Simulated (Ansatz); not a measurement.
HfCl4:
```xyz
10
Lattice="6.1249 0.0000 0.0000 0.0000 7.1342 0.0000 -1.9714 0.0000 5.7095" Properties=species:S:1:pos:R:3 pbc="T T T"
Hf     1.5839     4.7534     4.2821
Hf     2.5696     2.3808     1.4274
Cl     0.6400     2.7777     2.8801
Cl     3.5135     4.3564     2.8294
Cl     2.5278     2.7777     5.6841
Cl     1.6257     4.3564     0.0254
Cl     1.4396     0.9239     0.0705
Cl     2.7138     6.2103     5.6390
Cl     3.6996     0.9239     2.7843
Cl     0.4539     6.2103     2.9252
```

Relaxed with LDA. Special points in fractions of this cell's reciprocal vectors: Γ (0.000, 0.000, 0.000); Z (0.000, 0.500, 0.000); D (0.000, 0.500, 0.500); B (0.000, 0.000, 0.500); A (-0.500, 0.000, 0.500); E (-0.500, 0.500, 0.500); C2 (-0.500, 0.500, 0.000); Y2 (-0.500, 0.000, 0.000).

Question: List the band energies nearest the valence-band maximum at these points for the program Ansatz at the LDA level (PAW).

Answer: In eV from the valence-band maximum; about four levels below and three above (degenerate sets whole), none deeper than 8.9 eV; points with the same levels are listed once.

```tsv
k	below	above
Γ	-0.34 -0.32 -0.07 0.00	3.72 4.00 4.30
Z	-0.48 -0.48 -0.45 -0.32 -0.30	3.90 4.11 4.28
D	-0.56 -0.56 -0.37 -0.37	3.94 3.94 4.36 4.36
B	-0.40 -0.40 -0.21 -0.21	3.81 3.81 4.27 4.27
A	-0.64 -0.64 -0.06 -0.06	3.68 3.68 4.14 4.14
E	-0.34 -0.34 -0.23 -0.23	3.87 3.87 4.18 4.18
C2	-0.57 -0.55 -0.39 -0.27	3.83 4.13 4.18
Y2	-0.42 -0.40 -0.35 -0.34	4.02 4.03 4.12
```

Space group P2/c. The workflow started from a Materials Project entry (that database holds measured and hypothetical structures alike); the Crystallography Open Database files this formula in space group No. 13, but the cells were not matched. Its standing as an ambient phase is unchecked. Symmetry was held in the LDA relaxation; phonons on a q-mesh show no instability. No spin polarisation was allowed. A crystal of weakly bound chains computed without a dispersion correction: the cell and the soft elastic constants depend strongly on that. Spin–orbit coupling is left out wherever it is not named.

Potentials: the later of the program's two PAW sets.
